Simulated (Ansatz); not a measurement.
Input, command and steps of an Ansatz relaxation.

```yaml
crystal:
  lattice:
    - [3.145, -2.25, 0.0]
    - [3.145, 2.25, 0.0]
    - [0.0, 0.0, 8.21]
  atoms:
    - { symbol: Cl, position: [0.87, 0.13, 0.1] }
    - { symbol: Cl, position: [0.63, 0.37, 0.6] }
    - { symbol: Cl, position: [0.13, 0.87, 0.9] }
    - { symbol: Cl, position: [0.37, 0.63, 0.4] }
basis:
  ecutwfc: 420
kpoints:
  mp_grid: { grid: [8, 8, 4] }
hamiltonian:
  xc: pbe
  dispersion: d3bj
scf:
  occupations: { method: gaussian, width: 0.02 }
output:
  forces: true
  stress: true
  eigenvalues: true
relax:
  adjacent_minimum: "off"
  f_tol: 0.005
  max_steps: 80
  cell: { stress_tol: 0.05 }
```

```bash
ansatz run input.yaml --threads 1 --pin off --max-ram 2560MiB --backend cpu --events-out ev --progress --plain --runs-dir out
```

Theory: DFT PBE+D3(BJ), scalar-relativistic, plane waves, PAW in Ansatz.

Of 10 frames 9 are shown, positions in Å and forces in eV/Å; the SCF threshold varies from step to step. Steps run on the plane waves of an earlier cell, with a Pulay correction in the pressure. The basis is chosen afresh for the last frame, the zero of the energies, and at times for earlier ones too; energy and pressure step there, also at an unchanged geometry. The mark taken_back stands on steps that the optimiser undid.

```xyz
4
Lattice="3.1450 -2.2500 0.0000 3.1450 2.2500 0.0000 0.0000 0.0000 8.2100" Properties=species:S:1:pos:R:3:forces:R:3 pbc="T T T" step=1 free_energy_over_end_meV_per_atom=12.84 pressure_GPa=-0.37
Cl    3.1450   -1.6650    0.8210    0.0000   -0.0434    0.0899
Cl    3.1450   -0.5850    4.9260    0.0000    0.0434    0.0899
Cl    3.1450    1.6650    7.3890    0.0000    0.0434   -0.0899
Cl    3.1450    0.5850    3.2840    0.0000   -0.0434   -0.0899
4
Lattice="3.1606 -2.2216 0.0000 3.1606 2.2216 0.0000 0.0000 0.0000 7.9554" Properties=species:S:1:pos:R:3:forces:R:3 pbc="T T T" step=2 free_energy_over_end_meV_per_atom=5.29 pressure_GPa=-0.01
Cl    3.1606   -1.6660    0.8419    0.0000    0.0469    0.0947
Cl    3.1606   -0.5557    4.8196    0.0000   -0.0469    0.0947
Cl    3.1606    1.6660    7.1134    0.0000   -0.0469   -0.0947
Cl    3.1606    0.5557    3.1357    0.0000    0.0469   -0.0947
4
Lattice="3.1942 -2.1580 0.0000 3.1942 2.1580 0.0000 0.0000 0.0000 7.7336" Properties=species:S:1:pos:R:3:forces:R:3 pbc="T T T" step=3 free_energy_over_end_meV_per_atom=12.96 pressure_GPa=-1.10 taken_back
Cl    3.1942   -1.6034    0.8809    0.0000   -0.2720   -0.5758
Cl    3.1942   -0.5546    4.7477    0.0000    0.2720   -0.5758
Cl    3.1942    1.6034    6.8527    0.0000    0.2720    0.5758
Cl    3.1942    0.5546    2.9859    0.0000   -0.2720    0.5758
4
Lattice="3.1782 -2.1906 0.0000 3.1782 2.1906 0.0000 0.0000 0.0000 7.8935" Properties=species:S:1:pos:R:3:forces:R:3 pbc="T T T" step=4 free_energy_over_end_meV_per_atom=3.39 pressure_GPa=-0.15
Cl    3.1782   -1.6352    0.8486    0.0000   -0.0143   -0.0193
Cl    3.1782   -0.5554    4.7953    0.0000    0.0143   -0.0193
Cl    3.1782    1.6352    7.0449    0.0000    0.0143    0.0193
Cl    3.1782    0.5554    3.0982    0.0000   -0.0143    0.0193
4
Lattice="3.2151 -2.1344 0.0000 3.2151 2.1344 0.0000 0.0000 0.0000 7.9073" Properties=species:S:1:pos:R:3:forces:R:3 pbc="T T T" step=5 free_energy_over_end_meV_per_atom=1.49 pressure_GPa=-0.02
Cl    3.2151   -1.5865    0.8544    0.0000   -0.0069   -0.0015
Cl    3.2151   -0.5478    4.8081    0.0000    0.0069   -0.0015
Cl    3.2151    1.5865    7.0529    0.0000    0.0069    0.0015
Cl    3.2151    0.5478    3.0992    0.0000   -0.0069    0.0015
4
Lattice="3.2794 -2.0572 0.0000 3.2794 2.0572 0.0000 0.0000 0.0000 8.0005" Properties=species:S:1:pos:R:3:forces:R:3 pbc="T T T" step=6 free_energy_over_end_meV_per_atom=0.33 pressure_GPa=0.21
Cl    3.2794   -1.5453    0.8761    0.0000    0.0435    0.0294
Cl    3.2794   -0.5120    4.8763    0.0000   -0.0435    0.0294
Cl    3.2794    1.5453    7.1244    0.0000   -0.0435   -0.0294
Cl    3.2794    0.5120    3.1242    0.0000    0.0435   -0.0294
4
Lattice="3.3115 -2.0159 0.0000 3.3115 2.0159 0.0000 0.0000 0.0000 8.1257" Properties=species:S:1:pos:R:3:forces:R:3 pbc="T T T" step=7 free_energy_over_end_meV_per_atom=0.18 pressure_GPa=-0.11
Cl    3.3115   -1.5086    0.8828    0.0000   -0.0375   -0.0280
Cl    3.3115   -0.5074    4.9456    0.0000    0.0375   -0.0280
Cl    3.3115    1.5086    7.2429    0.0000    0.0375    0.0280
Cl    3.3115    0.5074    3.1801    0.0000   -0.0375    0.0280
4
Lattice="3.2959 -2.0278 0.0000 3.2959 2.0278 0.0000 0.0000 0.0000 8.1163" Properties=species:S:1:pos:R:3:forces:R:3 pbc="T T T" step=8 free_energy_over_end_meV_per_atom=0.02 pressure_GPa=0.00
Cl    3.2959   -1.5261    0.8839    0.0000    0.0004   -0.0018
Cl    3.2959   -0.5017    4.9421    0.0000   -0.0004   -0.0018
Cl    3.2959    1.5261    7.2324    0.0000   -0.0004    0.0018
Cl    3.2959    0.5017    3.1743    0.0000    0.0004    0.0018
4
Lattice="3.2922 -2.0343 0.0000 3.2922 2.0343 0.0000 0.0000 0.0000 8.0988" Properties=species:S:1:pos:R:3:forces:R:3 pbc="T T T" step=10 free_energy_over_end_meV_per_atom=0.00 pressure_GPa=0.01
Cl    3.2922   -1.5284    0.8812    0.0000    0.0014    0.0049
Cl    3.2922   -0.5060    4.9306    0.0000   -0.0014    0.0049
Cl    3.2922    1.5284    7.2176    0.0000   -0.0014   -0.0049
Cl    3.2922    0.5060    3.1682    0.0000    0.0014   -0.0049
```

Time: 58 s on 1 thread of Arm Neoverse V2, on a shared host, peak memory 0.4 GiB.